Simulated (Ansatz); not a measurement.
Consider the following.

ZrTiO₄:
```
CELL_PARAMETERS angstrom
      4.72509     0.00000     0.00000
      0.00000     5.07586     0.00000
      0.00000     0.00000     5.62780
ATOMIC_POSITIONS crystal
  Zr 0.00000 0.50000 0.42226
  Zr 0.50000 0.00000 0.57774
  Ti 0.00000 0.00000 0.06965
  Ti 0.50000 0.50000 0.93035
  O  0.73693 0.17712 0.87520
  O  0.26307 0.82288 0.87520
  O  0.23693 0.32288 0.12480
  O  0.76307 0.67712 0.12480
  O  0.28270 0.33962 0.64943
  O  0.71730 0.66038 0.64943
  O  0.78270 0.16038 0.35057
  O  0.21730 0.83962 0.35057
```

This is the PBEsol-relaxed structure. x, y and z are the axes in which the lattice vectors are written.

Problem. All from plane-wave PAW PBEsol (Ansatz code), unless another level is named. Give the electronic dielectric constant ε∞ (DFPT).

Solution. 6.56 (xx), 6.43 (yy), 5.78 (zz).

Problem. Give the static dielectric constant ε0 (ions relaxed, cell fixed).

Solution. 82.8 (xx), 93.6 (yy), 27.7 (zz).

Problem. Give the largest static χ(2) component.

Solution. 6.1 pm/V.

Space group P2_12_12. The first step of the workflow began from a Materials Project structure, measured or hypothetical; the Crystallography Open Database copy checked does not list it. With Zr and Ti taken as one species the cell has the higher symmetry Pbcn, so it may be an ordered model of a mixed-site phase. Whether it is the stable phase at ambient conditions was not checked. Symmetry was held in the PBEsol relaxation; whether a distortion lowers the energy is not shown. No spin polarisation was allowed. Spin–orbit coupling is left out wherever it is not named.

Potentials: the later of the program's two PAW sets.
